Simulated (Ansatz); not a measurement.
A generator proposed this cell of AlIn2As3.

```cif
data_structure
_symmetry_space_group_name_H-M 'P 1'
_symmetry_Int_Tables_number 1
_cell_length_a 4.0157
_cell_length_b 4.0157
_cell_length_c 19.7988
_cell_angle_alpha 90.000
_cell_angle_beta 90.000
_cell_angle_gamma 120.000
_cell_volume 276.49
loop_
_atom_site_label
_atom_site_type_symbol
_atom_site_fract_x
_atom_site_fract_y
_atom_site_fract_z
_atom_site_occupancy
Al1 Al 0.33333 0.66667 0.66689 1
Al2 Al 0.66667 0.33333 0.16689 1
In1 In 0.33333 0.66667 0.00023 1
In2 In 0.33333 0.66667 0.33356 1
In3 In 0.66667 0.33333 0.50023 1
In4 In 0.66667 0.33333 0.83356 1
As1 As 0.33333 0.66667 0.12511 1
As2 As 0.33333 0.66667 0.45844 1
As3 As 0.33333 0.66667 0.79177 1
As4 As 0.66667 0.33333 0.29177 1
As5 As 0.66667 0.33333 0.62511 1
As6 As 0.66667 0.33333 0.95844 1
```

The calculation used Ansatz 0.2.0, DFT PBE, scalar-relativistic, plane waves, PAW. Plane waves to 420 eV, a k mesh through Γ of 6×6×1 on the computed 12-atom cell and Gaussian smearing (0.10 eV); no spin polarisation.

The zero of energy is the elements' standard structures at the same level; no fitted shifts are applied.

Task: What does a single point on this coarse mesh give?

Result: The pressure is 14.9 GPa (the mean over three directions, positive in compression), the largest force is 1.74 eV/Å, and the energy is −0.08 eV/atom against the elements. The shortest distance is 2.46 Å.

Task: Is it a good guess?

Result: A rough one: relaxing gains about 0.21 eV/atom (the start's value is from the coarse mesh, so the gain is rough) in 9 ionic steps and ends at −0.29 eV/atom on the finer mesh. The symmetry stays P6_3mc (No. 186). The volume per atom grows by 19.1 %, from 23.0 to 27.4 Å³. The shortest distance goes from 2.46 Å (Al–As and In–As) to 2.49 Å (Al–As). Conventional cell: a = 4.252 Å, c = 21.025 Å. Al is surrounded by 4 As at 2.49–2.56 Å; around In on its first site lie 4 As at 2.64–2.69 Å; As on its first site is surrounded by 3 Al at 2.56 Å and 1 In at 2.69 Å; 3 more sites not described.

The last run used a 12×12×2 mesh (in the run's order of axes) for its 12-atom cell and Gaussian smearing of 0.10 eV. The reference form of As is held partly by dispersion forces, which this level lacks. The relaxation can't lower the symmetry of the start, and the grade says only how near the guess is to its own end. A structure relaxed within its symmetry needn't be a true minimum.
